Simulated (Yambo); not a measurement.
Yambo run on a free-standing CuI monolayer (symmetry P4/nmm, slab cell 16.4 Å high). The wavefunctions come from this Quantum ESPRESSO step (PBEsol, PseudoDojo standard norm-conserving files, scalar-relativistic):

```
&CONTROL
  calculation = 'nscf'
  pseudo_dir = './pseudo'
  outdir = './out'
/
&SYSTEM
  ibrav = 0
  nat = 4
  ntyp = 2
  ecutwfc = 92.0
  ecutrho = 368.0
  occupations = 'fixed'
  force_symmorphic = .true.
  nbnd = 188
  assume_isolated = '2D'
/
&ELECTRONS
  conv_thr = 4e-09
  diago_full_acc = .true.
  diago_thr_init = 1e-08
/
ATOMIC_SPECIES
Cu 63.5460 Cu.upf
I 126.9045 I.upf
CELL_PARAMETERS angstrom
  4.000381100000   0.000000000000   0.000000000000
  0.000000000000   4.000381100000   0.000000000000
  0.000000000000   0.000000000000  16.400000000000
ATOMIC_POSITIONS crystal
Cu   0.500000000000   0.000000000000   0.000000000000
Cu   0.000000000000   0.500000000000   0.000000000000
I   0.000000000000   0.000000000000   0.103023094800
I   0.500000000000   0.500000000000  -0.103023094800
K_POINTS automatic
4 4 1 0 0 0
```

Yambo input:

```
rim_cut
gw0
dyson
el_el_corr
HF_and_locXC
ppa
em1d
rim_w
RandQpts= 1000000
RandGvec= 2 Ry
CUTGeo= "slab z"
EXXRLvcs= 92 Ry
VXCRLvcs= 368 Ry
Chimod= "HARTREE"
% BndsRnXp
 9 | 186 |
%
NGsBlkXp= 7 Ry
% LongDrXp
 1.0 | 1.0 | 0.0 |
%
RandGvecW= 656 mRy
PPAPntXp= 27.2114 eV
% GbndRnge
 1 | 186 |
%
GTermKind= "BG"
DysSolver= "n"
ExtendOut
% QPkrange
 1 | 1 | 26 | 27 |
 3 | 3 | 26 | 27 |
 6 | 6 | 26 | 27 |
%
```

k points by index: 1 = Γ, 3 = X, 6 = M.

The o-*.qp file then holds:

```
#    K-point    Band    Eo [eV]    E [eV]    E-Eo [eV]    Vxc [eV]    Vnlxc [eV]    Sc|Eo [eV]    Sc|E [eV]    dSc/dw|Eo [eV]    Re(Z)    Im(Z)
#
    1    26    0.000000    -0.927490    -0.927490    -21.85449    -26.70021    3.616699    3.918229    -8.844199    0.754700    -0.002236
    1    27    2.151847    2.962405    0.810558    -8.877786    -4.911375    -2.974169    -3.155852    -6.097641    0.816932    -0.002133
    3    26    -0.319845    -1.249849    -0.930003    -22.61830    -27.86697    4.007071    4.318670    -9.114700    0.749080    -0.002244
    3    27    2.920075    3.851058    0.930983    -11.31450    -7.276311    -2.879380    -3.107204    -6.657430    0.803429    -0.002207
    6    26    -0.959921    -1.872439    -0.912518    -30.43327    -38.23704    6.524584    6.891249    -10.93039    0.713420    -0.002223
    6    27    3.369096    4.353300    0.984204    -12.74885    -8.676102    -2.836150    -3.088548    -6.976804    0.795923    -0.002198
```
(The two width columns are left out.) Convergence of these settings isn't established.

Spin-orbit coupling is not included.

Geometry relaxed with PBEsol.

This is a model layer cut from the bulk structure; whether it is stable on its own was not checked.
